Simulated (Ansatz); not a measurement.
# Equation of state of Mg₃Au

A database entry relaxed whole under r2SCAN (P6_3/mmc):

```yaml
crystal:
  lattice:
    - [4.60026, 0.00000, 0.00000]
    - [-2.30013, 3.98394, 0.00000]
    - [0.00000, 0.00000, 9.44736]
  atoms:
    - { symbol: Mg, position: [0.33333, 0.66667, 0.59177] }
    - { symbol: Mg, position: [0.66667, 0.33333, 0.09177] }
    - { symbol: Mg, position: [0.33333, 0.66667, 0.90823] }
    - { symbol: Mg, position: [0.66667, 0.33333, 0.40823] }
    - { symbol: Mg, position: [0.33333, 0.66667, 0.25000] }
    - { symbol: Mg, position: [0.66667, 0.33333, 0.75000] }
    - { symbol: Au, position: [0.00000, 0.00000, 0.25000] }
    - { symbol: Au, position: [0.00000, 0.00000, 0.75000] }
```

The cell was scaled uniformly, its shape held, and the atoms relaxed at each volume with plane-wave PAW DFT (Ansatz 0.2.0; r2SCAN, 500 eV, 9×9×4 Γ-centred mesh, fermi-dirac occupations of width 0.100 eV; no spin, no spin-orbit coupling). One row is withheld.

```
volume (Å³/atom)  energy over the lowest (meV/atom)  pressure (GPa)
          20.344                               12.8            3.49
          20.777                                5.3            2.17
          21.210                                  ?               ?
          21.643                                0.0           -0.06
          22.076                                1.6           -1.02
          22.509                                5.7           -1.88
          22.941                               11.9           -2.65
```

Q: Fit the pressures of the other rows to the third-order Birch-Murnaghan form.

A: With f = [(V₀/V)^(2/3) − 1]/2 and P = 3B₀f(1 + 2f)^(5/2)[1 + 3(B₀′ − 4)f/2], least squares gives V₀ = 21.61 Å³ an atom, B₀ = 50.6 GPa and B₀′ = 4.3; the rows miss the fit by less than 0.01 GPa. The slope of the energies differs from these pressures by less than 0.05 GPa.

Q: What does the withheld row hold?

A: The fit gives 0.99 GPa at 21.210 Å³; the run gave 0.99 GPa and 1.1 meV an atom.

Caveats: the shape of the cell was held, so B₀ is an upper bound where the axes differ in stiffness; 0 K, fixed nuclei; the symmetry was kept, and this need not be the phase that is stable at 0 K; one mesh for all volumes; the relaxed cell lies far from the entry, by an error of the functional or of the entry; pressure is positive in compression.
